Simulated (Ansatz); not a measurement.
Here is the system:

Ba2CaMoO6:
```cif
data_Ba2CaMoO6
_chemical_formula_sum 'Ba2 Ca1 Mo1 O6'
_space_group_name_H-M_alt 'P 1'
_space_group_IT_number 1
_cell_length_a 5.93303
_cell_length_b 5.93303
_cell_length_c 5.93303
_cell_angle_alpha 60.000
_cell_angle_beta 60.000
_cell_angle_gamma 60.000
loop_
_space_group_symop_operation_xyz
  'x, y, z'
loop_
_atom_site_label
_atom_site_type_symbol
_atom_site_fract_x
_atom_site_fract_y
_atom_site_fract_z
_atom_site_occupancy
Ba1 Ba 0.75000 0.75000 0.75000 1
Ba2 Ba 0.25000 0.25000 0.25000 1
Ca1 Ca 0.00000 0.00000 0.00000 1
Mo1 Mo 0.50000 0.50000 0.50000 1
O1 O 0.72880 0.72880 0.27120 1
O2 O 0.27120 0.27120 0.72880 1
O3 O 0.27120 0.72880 0.72880 1
O4 O 0.72880 0.27120 0.27120 1
O5 O 0.72880 0.27120 0.72880 1
O6 O 0.27120 0.72880 0.27120 1
```

This is the r²SCAN-relaxed structure.

All from DFT-r²SCAN in the program Ansatz with PAW potentials, unless another level is named. Estimate the hole effective mass, band 1 of 3 at the edge.

19 along [100], 3.5 along [110], 2.7 along [111] (mₑ).

Next, the formation energy from the elements (no fitted shifts)?

-2.92 eV/atom.

Give the hole effective mass with spin–orbit coupling, band 2 of 2 at the edge.

1.3 along [100], 1.5 along [110], 1.7 along [111] (mₑ).

Predict the gap with spin–orbit coupling.

2.50 eV.

Predict the valence-band maximum.

at Γ.

Space group Fm-3m. The first step of the workflow began from a Materials Project structure, measured or hypothetical; the Crystallography Open Database files this formula in space group No. 225, but the cells were not matched. Its standing as an ambient phase is unchecked. The r²SCAN relaxation kept the symmetry of its start; whether a distortion lowers the energy is not shown. The run is not spin-polarised. No Hubbard U is applied. The references are the lowest solids computed at this level, not always the standard phases (solids in place of the gases). Spin–orbit coupling is left out wherever it is not named.

Potentials: the later of the program's two PAW sets.
